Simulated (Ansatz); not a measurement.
# Guessed and relaxed cells of Rb₂AlPtC₆N₆

A trial structure of Rb₂AlPtC₆N₆ was built thus: cyanide-bridged rock-salt net of two metals, 2 guest cations a cell (Fm-3m, No. 225). Lengths were set from tabulated atomic sizes, so they are only a guess.

start:

Space group Fm-3m (No. 225). a = 10.105 Å, b = 10.105 Å, c = 10.105 Å, α = 90.00°, β = 90.00°, γ = 90.00°
```tsv
atom	site	symmetry	x	y	z
Rb	8c	-43m	0.2500	0.7500	0.7500
Al	4a	m-3m	0.0000	0.0000	0.0000
Pt	4b	m-3m	0.5000	0.0000	0.0000
C	24e	4m.m	0.1856	0.0000	0.0000
N	24e	4m.m	0.3013	0.0000	0.0000
```

All numbers below come from DFT PBE, scalar-relativistic, plane waves, PAW in Ansatz. Cutoff 420 eV, Gaussian smearing, Γ-centred meshes. Cell and atoms relax first on a coarse mesh and then on a finer one. In between, the cell is made exact in the group found at 0.06 Å. In metals the finer mesh still leaves noise of several meV/atom or more. The steps can't lower the symmetry of their start. Collinear spin is switched on along the way, since trial moments persisted in a coarse test.

end:

Space group Fm-3m (No. 225). a = 11.202 Å, b = 11.202 Å, c = 11.202 Å, α = 90.00°, β = 90.00°, γ = 90.00°
| atom | site | symmetry | x | y | z |
| --- | --- | --- | --- | --- | --- |
| Rb | 8c | -43m | 0.2500 | 0.7500 | 0.7500 |
| Al | 4a | m-3m | 0.0000 | 0.0000 | 0.0000 |
| Pt | 4b | m-3m | 0.5000 | 0.0000 | 0.0000 |
| C | 24e | 4m.m | 0.1854 | 0.0000 | 0.0000 |
| N | 24e | 4m.m | 0.2900 | 0.0000 | 0.0000 |

The symmetry stays Fm-3m (No. 225). The volume per atom grows by 36.2 %, from 16.1 to 22.0 Å³. The shortest distance stays 1.17 Å (C–N). The energy falls by about 0.24 eV/atom (the start's value is from the coarse mesh).

- Volume per atom: 21.96 Å³
- Density: 2.59 g/cm³
- Formation energy: +0.26 eV/atom
- Gap on the 6×6×6 mesh of the 16-atom cell: 0 eV (a metal)
- Net moment per atom: 0.06 μB
- Moment by site: Pt 0.7 μB

Formation energies are uncorrected and refer to the elements' standard structures at the same level (N₂ as a molecule). A positive value: parting into the elements would lower its energy.

The last run used collinear spin and Gaussian smearing of 0.10 eV. Spin–orbit coupling, which can matter for Pt, is left out. The reference form of C is held partly by dispersion forces, which this level lacks. The magnetic state reached may not be the lowest. Symmetry constrained the relaxation, so the result can be a saddle point. In all, the 3 runs took 4 min on 1 thread of Intel(R) Xeon(R) 6975P-C (Granite Rapids) (shared host). Site moments count only spheres around the atoms; the net moment includes the space between them.
